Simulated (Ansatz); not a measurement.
LuBPd₃:
```
CELL_PARAMETERS angstrom
      4.25361     0.00000     0.00000
      0.00000     4.25361     0.00000
      0.00000     0.00000     4.25361
ATOMIC_POSITIONS crystal
  Pd 0.00000 0.50000 0.50000
  Pd 0.50000 0.00000 0.50000
  Pd 0.50000 0.50000 0.00000
  Lu 0.00000 0.00000 0.00000
  B  0.50000 0.50000 0.50000
```

Relaxed with r²SCAN. Special points in fractions of this cell's reciprocal vectors: Γ (0.000, 0.000, 0.000); X (0.000, 0.500, 0.000); M (0.500, 0.500, 0.000); R (0.500, 0.500, 0.500).

Question: List the band energies nearest the Fermi level at these points for the program Ansatz at the r²SCAN level (PAW).

Answer: In eV from the Fermi level; about four levels below and three above (degenerate sets whole), none deeper than 8.9 eV; points with the same levels are listed once.

```json
[
 {"k": "Γ", "below": "-1.77 -1.77 -1.77 -1.61 -1.61 -1.61", "above": "2.26 2.26 4.85 4.85 4.85"},
 {"k": "X", "below": "-2.97 -2.97 -2.58 -1.77", "above": "0.49 0.49 1.94"},
 {"k": "M", "below": "-2.73 -1.79 -0.46 -0.46", "above": "2.22 2.22 2.66"},
 {"k": "R", "below": "-3.03 -3.03 -1.92 -1.92 -1.92", "above": "0.05 0.05 0.05"}
]
```

Space group Pm-3m (cubic perovskite). The workflow started from an entry of the Crystallography Open Database (COD). Its standing as an ambient phase is unchecked. The cell was relaxed with r²SCAN under the symmetry of its start; its stability against distortions is not shown here. The run is not spin-polarised. Scalar-relativistic: spin–orbit coupling is off unless named, which matters more the heavier the elements.

Potentials: the later of the program's two PAW sets.
